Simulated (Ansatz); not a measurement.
Here is the system:

ZnO (CsCl type, Pm-3m), a = b = c = 2.6451 Å, α = β = γ = 90.00°.

This is the r²SCAN-relaxed structure.

**Question.** All from r²SCAN (plane waves, PAW; program Ansatz), unless another level is named. Estimate the bulk modulus (Birch–Murnaghan fit).

**Answer.** 189 GPa.

**Question.** And the elastic constants (relaxed ions, GPa)?

**Answer.** C11 = 498, C12 = 34.1, C44 = -72.7.

The cell is a constructed one: a structure type filled with these elements; neither database checked (COD, Materials Project) lists it. It is not the phase usual at ambient conditions (space group No. 186). The r²SCAN relaxation kept the symmetry of its start. At this level the phase is mechanically unstable. As this level gives no gap, shear constants depend on the k-mesh and smearing (Fermi–Dirac, 0.1 eV here).

Potentials: the earlier of the program's two PAW sets.
